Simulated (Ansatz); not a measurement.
LiF (rock salt, Fm-3m), plane-wave PAW LDA (Ansatz code): ε∞ = 2.12, cell volume 14.93 Å³. Infrared-active transverse modes:

```
ω_TO (cm⁻¹)  oscillator strength S_xx (e²/amu)
-----------  ---------------------------------
339.2                                   0.2130
```

Problem. Compute the static dielectric constant.

Solution. Each mode adds (4.921e7/V) S/ω²: 6.10. So ε0 = 8.22.

Problem. What LO frequency does the Lyddane–Sachs–Teller relation give?

Solution. ω_LO = ω_TO √(ε0/ε∞) = 668 cm⁻¹.

The LDA relaxation kept the symmetry of its start; phonons on a q-mesh show no instability.

Potentials: the later of the program's two PAW sets.
